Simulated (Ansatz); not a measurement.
ZnSnN$_{2}$:
```cif
data_N2SnZn
_chemical_formula_sum 'Zn1 Sn1 N2'
_space_group_name_H-M_alt 'P 1'
_space_group_IT_number 1
_cell_length_a 5.53041
_cell_length_b 5.53041
_cell_length_c 5.53041
_cell_angle_alpha 33.661
_cell_angle_beta 33.661
_cell_angle_gamma 33.661
loop_
_space_group_symop_operation_xyz
  'x, y, z'
loop_
_atom_site_label
_atom_site_type_symbol
_atom_site_fract_x
_atom_site_fract_y
_atom_site_fract_z
_atom_site_occupancy
Zn1 Zn 0.00000 0.00000 0.00000 1
Sn1 Sn 0.50000 0.50000 0.50000 1
N1 N 0.75343 0.75343 0.75343 1
N2 N 0.24657 0.24657 0.24657 1
```

This is the PBE-relaxed structure.

**Question.** All from plane-wave PAW PBE (Ansatz code), unless another level is named. Predict the band gap.

**Answer.** 0.45 eV (indirect).

**Question.** Predict the hole effective mass with spin–orbit coupling.

**Answer.** 0.29, 0.88, 15 mₑ (principal values).

**Question.** Predict the conduction-band minimum.

**Answer.** at Γ.

Space group R-3m. The start of the workflow was typed in or built on a structure type; neither database checked (COD, Materials Project) lists it. Whether it is the stable phase at ambient conditions was not checked. Symmetry was held in the PBE relaxation; whether a distortion lowers the energy is not shown. Its formation energy is positive at this level, so the cell may be metastable or incomplete. Scalar-relativistic: spin–orbit coupling is off unless named, which matters more the heavier the elements.

Potentials: the earlier of the program's two PAW sets.
